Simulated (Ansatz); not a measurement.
A geometry of CoSn away from equilibrium: step 2 of the relaxation of a relaxed CoSn cell, doubled along one cell vector, shaken by Gaussian noise of σ = 0.08 Å a coordinate. These are r2SCAN (plane waves to 500 eV, PAW, scalar-relativistic; Ansatz, an electronic-structure program) values and carry that method's errors. Γ-centred k-mesh 7×7×4 on the run's cell (coarser than for final values), Fermi–Dirac smearing 0.05 eV.

```yaml
crystal:
  lattice:
    - [5.22426, -0.01353, 0.00119]
    - [-2.62384, 4.54058, 0.00123]
    - [0.00191, 0.00338, 8.35634]
  atoms:
    - { symbol: Co, position: [0.51462, 0.00837, 0.00711] }
    - { symbol: Co, position: [0.49109, 0.01031, 0.50181] }
    - { symbol: Co, position: [0.49439, 0.50042, 0.00042] }
    - { symbol: Co, position: [0.50008, 0.50463, 0.50403] }
    - { symbol: Co, position: [0.99630, 0.50108, 0.99875] }
    - { symbol: Co, position: [0.98903, 0.49777, 0.50447] }
    - { symbol: Sn, position: [0.99552, 0.00122, 0.99490] }
    - { symbol: Sn, position: [0.99157, 0.00254, 0.50376] }
    - { symbol: Sn, position: [0.32921, 0.67037, 0.25599] }
    - { symbol: Sn, position: [0.33271, 0.66608, 0.75297] }
    - { symbol: Sn, position: [0.65694, 0.34008, 0.25382] }
    - { symbol: Sn, position: [0.65799, 0.33787, 0.75618] }
```

Predict the force on each atom, in eV/Å.


```json
[
 {"atom": "Co1", "Fx": "-0.53", "Fy": "-0.40", "Fz": "-0.19"},
 {"atom": "Co2", "Fx": "0.08", "Fy": "-0.36", "Fz": "0.26"},
 {"atom": "Co3", "Fx": "-0.08", "Fy": "0.01", "Fz": "0.33"},
 {"atom": "Co4", "Fx": "-0.28", "Fy": "0.09", "Fz": "0.01"},
 {"atom": "Co5", "Fx": "0.10", "Fy": "0.34", "Fz": "0.38"},
 {"atom": "Co6", "Fx": "0.21", "Fy": "0.19", "Fz": "0.00"},
 {"atom": "Sn7", "Fx": "0.37", "Fy": "-0.01", "Fz": "0.34"},
 {"atom": "Sn8", "Fx": "0.02", "Fy": "0.06", "Fz": "-0.02"},
 {"atom": "Sn9", "Fx": "-0.16", "Fy": "0.02", "Fz": "-0.29"},
 {"atom": "Sn10", "Fx": "-0.36", "Fy": "0.33", "Fz": "-0.19"},
 {"atom": "Sn11", "Fx": "0.32", "Fy": "-0.03", "Fz": "-0.28"},
 {"atom": "Sn12", "Fx": "0.31", "Fy": "-0.23", "Fz": "-0.36"}
]
```

What is the pressure?

+1.2 GPa, compression positive.

How far above the relaxed end point is this geometry?

0.01 eV/atom; the path ends in P6/mmm (No. 191) (AFLOW prototype AB_hP6_191_f_ad (B35, as in CoSn)).

No spin polarisation in the result. A magnetic state may lie lower.
